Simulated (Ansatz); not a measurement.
Relaxed-ion elastic tensor of InGaP$_{2}$ in space group R3m (No. 160; In on 3a, Ga on 3a, P on 3a, P on 3a) in GPa (Voigt order), the program Ansatz at the LDA level (PAW); density 4.62 g/cm³, 22.13 Å³ per atom.

|  | 1 | 2 | 3 | 4 | 5 | 6 |
|---|---|---|---|---|---|---|
| 1 | 138 | 48.4 | 42.9 | -12.1 | 0.0 | 0.0 |
| 2 | 48.4 | 138 | 42.9 | 12.1 | 0.0 | 0.0 |
| 3 | 42.9 | 42.9 | 158 | 0.0 | 0.0 | 0.0 |
| 4 | -12.1 | 12.1 | 0.0 | 37.3 | 0.0 | 0.0 |
| 5 | 0.0 | 0.0 | 0.0 | 0.0 | 37.3 | -12.1 |
| 6 | 0.0 | 0.0 | 0.0 | 0.0 | -12.1 | 45.1 |

Task: Is the crystal mechanically stable?

Result: Yes: the smallest eigenvalue of C is 28.5 GPa.

Task: Work out the Voigt, Reuss and Hill averages.

Result: K_V = 78.1, K_R = 78.0, K_H = 78.0; G_V = 44.0, G_R = 39.8, G_H = 41.9 GPa.

Task: Give Young's modulus, Poisson's ratio, Pugh's ratio and the universal anisotropy index.

Result: E = 9KG/(3K + G) = 107 GPa; ν = 0.27; K/G = 1.86 (ductile by the Pugh limit of 1.75); A_U = 5G_V/G_R + K_V/K_R − 6 = 0.52.

Task: Estimate the sound speeds and the Debye temperature.

Result: v_l = √((K + 4G/3)/ρ) = 5380 m/s, v_t = √(G/ρ) = 3010 m/s, mean 3350 m/s; Θ = (h/k)(3n/4πV)^(1/3) v_m = 355 K.

Task: How much does each axis shrink under pressure?

Result: Linear compressibilities β_i = Σ_j S_ij (j = 1 to 3): x 4.5, y 4.5, z 3.9 per TPa.

The workflow started from a Materials Project entry (that database holds measured and hypothetical structures alike); the Crystallography Open Database copy checked does not list it. With In and Ga taken as one species the cell has the higher symmetry F-43m, so it may be an ordered model of a mixed-site phase. Whether it is the stable phase at ambient conditions was not checked. The LDA relaxation kept the symmetry of its start; of distortions, only those at the zone centre were tested. Spin–orbit coupling is left out wherever it is not named.

Potentials: the later of the program's two PAW sets.
